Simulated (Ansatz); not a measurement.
Relaxed-ion elastic tensor of LaN in space group P6_3mc (No. 186; La on 2b, N on 2b) in GPa (Voigt order), r²SCAN (plane waves, PAW; program Ansatz); density 5.79 g/cm³, 21.92 Å³ per atom.

|  | 1 | 2 | 3 | 4 | 5 | 6 |
|---|---|---|---|---|---|---|
| 1 | 131 | 101 | 80.5 | 0.0 | 0.0 | 0.0 |
| 2 | 101 | 131 | 80.5 | 0.0 | 0.0 | 0.0 |
| 3 | 80.5 | 80.5 | 81.1 | 0.0 | 0.0 | 0.0 |
| 4 | 0.0 | 0.0 | 0.0 | 40.2 | 0.0 | 0.0 |
| 5 | 0.0 | 0.0 | 0.0 | 0.0 | 40.2 | 0.0 |
| 6 | 0.0 | 0.0 | 0.0 | 0.0 | 0.0 | 14.6 |

Is the crystal mechanically stable?

Yes: the smallest eigenvalue of C is 14.6 GPa.

Work out the Voigt, Reuss and Hill averages.

K_V = 96.4, K_R = 81.1, K_H = 88.7; G_V = 24.3, G_R = 17.5, G_H = 20.9 GPa.

Give Young's modulus, Poisson's ratio, Pugh's ratio and the universal anisotropy index.

E = 9KG/(3K + G) = 58.2 GPa; ν = 0.39; K/G = 4.24 (ductile by the Pugh limit of 1.75); A_U = 5G_V/G_R + K_V/K_R − 6 = 2.13.

Estimate the sound speeds and the Debye temperature.

v_l = √((K + 4G/3)/ρ) = 4490 m/s, v_t = √(G/ρ) = 1900 m/s, mean 2150 m/s; Θ = (h/k)(3n/4πV)^(1/3) v_m = 228 K.

Solve the Christoffel equation for the three sound speeds along x, y, z.

Eigenvalues of C_ijkl n_j n_l equal ρv² (piezoelectric stiffening left out). In km/s, slowest first: x 1.59, 2.63, 4.75; y 1.59, 2.63, 4.75; z 2.63, 2.63, 3.74.

How much does each axis shrink under pressure?

Linear compressibilities β_i = Σ_j S_ij (j = 1 to 3): x 0.11, y 0.11, z 12 per TPa.

The first step of the workflow began from a Materials Project structure, measured or hypothetical; the Crystallography Open Database copy checked does not list it. COD files the formula under space group No. 225. Its standing as an ambient phase is unchecked. The r²SCAN relaxation kept the symmetry of its start; whether a distortion lowers the energy is not shown. Scalar-relativistic: spin–orbit coupling is off unless named, which matters more the heavier the elements.

Potentials: the later of the program's two PAW sets.
